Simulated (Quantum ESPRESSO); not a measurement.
## Kohn-Sham bands of BiBrO (P4/nmm)

```
BiBrO
1.0
    3.92783     0.00000     0.00000
    0.00000     3.92783     0.00000
    0.00000     0.00000     8.39432
Bi Br O
2 2 2
Cartesian
  0.00000   1.96391  -1.24706
  1.96391   0.00000   1.24706
  1.96391   0.00000  -2.80966
  0.00000   1.96391   2.80966
  0.00000   0.00000   0.00000
  1.96391   1.96391   0.00000
```

Materials Project entry mp-23072; symmetrised, unrelaxed at this level. COD (Crystallography Open Database) has an entry of this formula and space group (matched by these alone). Computed values, not measurements, from PBEsol: Quantum ESPRESSO (norm-conserving PseudoDojo potentials, cutoff 68 Ry, spinors with spin-orbit coupling) on a Γ-centred 4×4×4 mesh, then Wannier90. Density: 8×8×4 mesh, Gaussian smearing 0.01 Ry.

Energies are relative to the valence-band maximum; weights are on the orthonormalised atomic waves of the pseudopotential files, averaged over the group. 56 electrons a cell are treated as valence.

### Question
Into which isolated groups do the bands fall, where do they lie and what are they made of?

### Answer
```csv
bands,from (eV),to (eV),filling,weight on atomic waves
1–8,-23.44,-23.37,filled,Bi 5d 99 %
9–20,-20.62,-20.36,filled,Bi 5d 98 %
21–24,-18.57,-16.03,filled,"O 2s 76 %, Bi 6p 11 %, Bi 5d 6 %"
25–28,-13.69,-12.96,filled,"Br 4s 92 %, Bi 6p 5 %"
29–32,-10.00,-7.20,filled,"Bi 6s 72 %, O 2p 17 %, O 2s 5 %"
33–56,-5.22,0.00,filled,"Br 4p 44 %, O 2p 38 %, Bi 6p 13 %"
57–60,1.80,4.02,empty,"Bi 6p 61 %, O 2p 17 %, Br 4p 12 %"
```

The Kohn-Sham gap over both meshes and the path is 1.80 eV.
